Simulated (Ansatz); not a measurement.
Zn$_{3}$GaNO$_{3}$:
Space group P3m1 (No. 156); a = 3.2598 Å, b = 3.2598 Å, c = 10.3459 Å, α = 90.00°, β = 90.00°, γ = 120.00°

```tsv
atom	site	symmetry	x	y	z
Ga	1b	3m.	0.3333	0.6667	0.0124
N	1b	3m.	0.3333	0.6667	0.1879
Zn	1c	3m.	0.6667	0.3333	0.2458
O	1c	3m.	0.6667	0.3333	0.4460
Zn	1b	3m.	0.3333	0.6667	0.4912
O	1b	3m.	0.3333	0.6667	0.6920
Zn	1c	3m.	0.6667	0.3333	0.7356
O	1c	3m.	0.6667	0.3333	0.9388
```

Relaxed with r²SCAN.

Question: Tabulate the valence density and the electron localisation function along the shortest Ga–O contact (2.03 Å), plane-wave PAW r²SCAN (Ansatz code).

Answer: 

```
distance from Ga (Å)  density (e/Å³)   ELF
--------------------  --------------  ----
0.20                           32.85  0.00
0.30                           19.15  0.01
0.41                            9.36  0.03
0.51                            4.14  0.06
0.61                            1.85  0.11
0.71                            0.97  0.16
0.81                            0.64  0.18
0.91                            0.54  0.20
1.02                            0.55  0.31
1.12                            0.66  0.52
1.22                            0.89  0.72
1.32                            1.27  0.81
1.42                            1.92  0.83
1.52                            2.94  0.81
1.62                            4.30  0.74
1.73                            5.83  0.62
1.83                            7.24  0.45
```

The density is the valence pseudo-density with augmentation charge, so density and ELF within about 1 Å of a nucleus are not all-electron values.

The start of the workflow was typed in or built on a structure type; neither database checked (COD, Materials Project) lists it. Its standing as an ambient phase is unchecked. The r²SCAN relaxation kept the symmetry of its start; whether a distortion lowers the energy is not shown.

Potentials: the earlier of the program's two PAW sets.
